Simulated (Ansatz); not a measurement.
C:
```xyz
3
Lattice="2.5924 0.0000 0.0000 -1.2962 2.2451 0.0000 0.0000 0.0000 2.7827" Properties=species:S:1:pos:R:3 pbc="T T T"
C      1.2962     0.0000     0.0000
C     -0.6481     1.1225     1.8551
C      0.6481     1.1225     0.9276
```

Relaxed with PBEsol. Independent-particle spectrum: no excitons, no local fields, no scissors shift; 0.1 eV broadening; ε₁ of the summed bands alone.

Q: Tabulate the dielectric function from plane-wave PAW PBEsol (Ansatz code).

A: 

| E (eV) | ε₁ xx | ε₂ xx | ε₁ zz | ε₂ zz |
|---|---|---|---|---|
| 0.0 | 8.27 | 0.00 | 8.62 | 0.00 |
| 0.5 | 8.30 | 0.00 | 8.64 | 0.00 |
| 1.0 | 8.38 | 0.00 | 8.73 | 0.00 |
| 1.5 | 8.53 | 0.00 | 8.87 | 0.00 |
| 2.0 | 8.74 | 0.00 | 9.07 | 0.00 |
| 2.5 | 9.05 | 0.00 | 9.36 | 0.00 |
| 3.0 | 9.47 | 0.00 | 9.75 | 0.00 |
| 3.5 | 10.07 | 0.00 | 10.26 | 0.00 |
| 4.0 | 10.96 | 0.00 | 10.96 | 0.00 |
| 4.5 | 12.87 | 0.28 | 11.96 | 0.00 |
| 5.0 | 13.70 | 1.98 | 13.52 | 0.17 |
| 5.5 | 15.19 | 2.65 | 15.57 | 0.75 |
| 6.0 | 19.75 | 5.70 | 19.21 | 2.26 |
| 6.5 | 17.82 | 15.68 | 22.72 | 7.31 |
| 7.0 | 12.88 | 17.07 | 24.42 | 14.88 |
| 7.5 | 2.59 | 20.34 | 17.18 | 26.34 |
| 8.0 | 3.26 | 12.10 | 12.30 | 24.28 |
| 8.5 | 2.79 | 13.10 | -2.06 | 33.55 |
| 9.0 | 0.28 | 14.25 | -9.19 | 21.18 |
| 9.5 | -0.93 | 11.50 | -8.92 | 13.91 |
| 10.0 | -1.00 | 11.05 | -6.79 | 10.66 |
| 10.5 | -2.24 | 10.04 | -7.09 | 10.10 |
| 11.0 | -2.89 | 9.30 | -7.10 | 8.02 |
| 11.5 | -4.04 | 7.42 | -6.56 | 6.16 |
| 12.0 | -3.37 | 6.10 | -5.60 | 5.13 |

Q: From ε at 6.0 eV (xx: 19.75 + 5.70i), find n, k, the normal reflectivity and the absorption coefficient.

A: n = 4.49, k = 0.635, R = 41 %, α = 2kE/ħc = 390000 cm⁻¹.

With all bands, ε∞ without local fields is 8.44 (xx = yy), 8.88 (zz). DFPT, with local fields, gives 8.26 (xx = yy), 8.74 (zz).

Space group P6_222. The start of the workflow was typed in or built on a structure type; neither database checked (COD, Materials Project) lists it. It is not the phase usual at ambient conditions (space group No. 194, 227). The PBEsol relaxation kept the symmetry of its start; phonons on a q-mesh show no instability.

Potentials: the later of the program's two PAW sets.
